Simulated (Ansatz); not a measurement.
Method: DFT PBE, scalar-relativistic, plane waves, PAW (Ansatz 0.2.0). All cells share a 420 eV cutoff and Γ-centred k meshes spaced at most about 0.3 Å⁻¹ (2π included). No spin polarisation in the final relaxations.

Temperature and zero-point effects are left out.

Compare these two cells of Y₅AlN₆, each relaxed at this level.

A.

```yaml
crystal:
  lattice:
    - [3.43204, 0.00000, 0.00000]
    - [0.00000, 3.43204, 0.00000]
    - [0.00000, 0.00000, 14.25445]
  atoms:
    - { symbol: Y, position: [0.00000, 0.00000, 0.82715] }
    - { symbol: Y, position: [0.50000, 0.50000, 0.00000] }
    - { symbol: Y, position: [0.00000, 0.00000, 0.17285] }
    - { symbol: Y, position: [0.50000, 0.50000, 0.34724] }
    - { symbol: Y, position: [0.50000, 0.50000, 0.65276] }
    - { symbol: Al, position: [0.00000, 0.00000, 0.50000] }
    - { symbol: N, position: [0.00000, 0.00000, 0.00000] }
    - { symbol: N, position: [0.50000, 0.50000, 0.17141] }
    - { symbol: N, position: [0.00000, 0.00000, 0.35308] }
    - { symbol: N, position: [0.50000, 0.50000, 0.50000] }
    - { symbol: N, position: [0.00000, 0.00000, 0.64692] }
    - { symbol: N, position: [0.50000, 0.50000, 0.82859] }
```

B.

```yaml
crystal:
  lattice:
    - [2.42499, -7.14398, 0.00000]
    - [2.42499, 7.14398, 0.00000]
    - [0.00000, 0.00000, 4.84681]
  atoms:
    - { symbol: Y, position: [0.66114, 0.33886, 0.00000] }
    - { symbol: Y, position: [0.83778, 0.16222, 0.50000] }
    - { symbol: Y, position: [0.33886, 0.66114, 0.00000] }
    - { symbol: Y, position: [0.50000, 0.50000, 0.50000] }
    - { symbol: Y, position: [0.16222, 0.83778, 0.50000] }
    - { symbol: Al, position: [0.00000, 0.00000, 0.00000] }
    - { symbol: N, position: [0.66730, 0.33270, 0.50000] }
    - { symbol: N, position: [0.33270, 0.66730, 0.50000] }
    - { symbol: N, position: [0.50000, 0.50000, 0.00000] }
    - { symbol: N, position: [0.00000, 0.00000, 0.50000] }
    - { symbol: N, position: [0.14964, 0.85036, 0.00000] }
    - { symbol: N, position: [0.85036, 0.14964, 0.00000] }
```

Problem. Which is lower in energy, and by how much?

Solution. A is lower, by 18 meV/atom. A has Y and Al ordered on rock salt sites, space group P4/mmm (No. 123), 14.0 Å³/atom and a gap of 0.21 eV on its mesh; B has Y and Al ordered on rock salt sites, space group Cmmm (No. 65), 14.0 Å³/atom and a gap of 0.40 eV. Counting N atoms around Al and Y (those within 1.25 times the shortest such distance or 1.15 times the sum of covalent radii; a plus sign parts nearer from farther groups; a slash parts the counts of unlike sites), A has Y 1+5/6, Al 2+4 and B has Y 5+1/6, Al 2+4. In A, Y on a site of symmetry 4mm is surrounded by 6 N at 2.43–2.57 Å; Al is surrounded by 2 N at 2.09 Å, 4 N at 2.43 Å and 8 Y at 3.26 Å; N on a site of symmetry 4/mmm is surrounded by 6 Y at 2.43–2.46 Å; 5 more sites not described. In B, around Y on a site of symmetry m2m lie 5 N at 2.30–2.43 Å, 1 N at 2.70 Å, 10 Y at 3.34–3.51 Å and 2 Al at 3.34 Å; around Al lie 2 N at 2.14 Å, 4 N at 2.42 Å and 12 Y at 3.34–3.43 Å; around N on a site of symmetry m2m lie 6 Y at 2.39–2.44 Å; 5 more sites not described. Both come from invented guesses.

Kohn–Sham gaps at this level usually fall short of measured ones. Cells relaxed within their symmetry can be saddle points.
